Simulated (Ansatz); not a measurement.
Energies of structures of PbI2 at several levels, each column relative to the first row (P-3m1, hP3, CdI2 type), in eV/atom. Geometries are relaxed with PBEsol (plane waves to 420 eV, PAW, scalar-relativistic; Ansatz, a program for electronic structure) unless a column says relaxed; all runs are Ansatz, PAW (cutoffs: HSE06 on this geometry 420 eV, PBEsol+SOC on this geometry 420 eV, PBE, relaxed 420 eV). Columns compare only within themselves.

| structure | PBEsol | HSE06 on this geometry | PBEsol+SOC on this geometry | PBE, relaxed |
|---|---|---|---|---|
| P-3m1, hP3, CdI2 type | 0.000 | 0.00 | 0.000 | 0.000 |
| P2₁/c, mP12, AFLOW prototype A2B_mP12_14_2e_e (C43, as in ZrO2) | +0.029 | – | – | +0.050 |
| Pnnm, oP6, AFLOW prototype AB2_oP6_58_a_g (as in Fe2C) | +0.043 | +0.03 | [?] | +0.042 |
| P-31m, hP9, AFLOW prototype AB2_hP9_162_ad_k (as in V2N) | +0.046 | – | – | +0.047 |
| P6₃/mmc, hP6, AFLOW prototype AB2_hP6_194_c_f (C7, as in MoS2) | +0.074 | +0.09 | [?] | – |

### Question
What belongs in the gaps?

### Answer

- Pnnm, oP6, AFLOW prototype AB2_oP6_58_a_g (as in Fe2C), PBEsol+SOC on this geometry: +0.040
- P6₃/mmc, hP6, AFLOW prototype AB2_hP6_194_c_f (C7, as in MoS2), PBEsol+SOC on this geometry: +0.068

At HSE06 on this geometry the lowest of those computed is still P-3m1, hP3, CdI2 type. At PBEsol+SOC on this geometry the lowest of those computed is still P-3m1, hP3, CdI2 type. At PBE, relaxed the lowest of those computed is still P-3m1, hP3, CdI2 type. Against PBEsol, PBE moves these energy differences by 0.00 to 0.02 eV/atom and the volumes by +7.3 % to +17.7 %. HSE06 energies come from a coarser k-mesh.

Each run could gain symmetry but not lose that of its start, so entries can be saddle points. From databases, or of a type measured for this composition: P-3m1, hP3, CdI2 type; the others are generated cells (placed on structure types, drawn at random, substituted or restacked) that were not matched to a known phase here. Energies are at zero temperature and pressure, without zero-point motion. No spin polarisation in the result. Without spin-orbit coupling the bands of the heavy element are not split, so the gap can be far off. Gaps of cells over 8 atoms come from the SCF mesh and high-symmetry points alone.
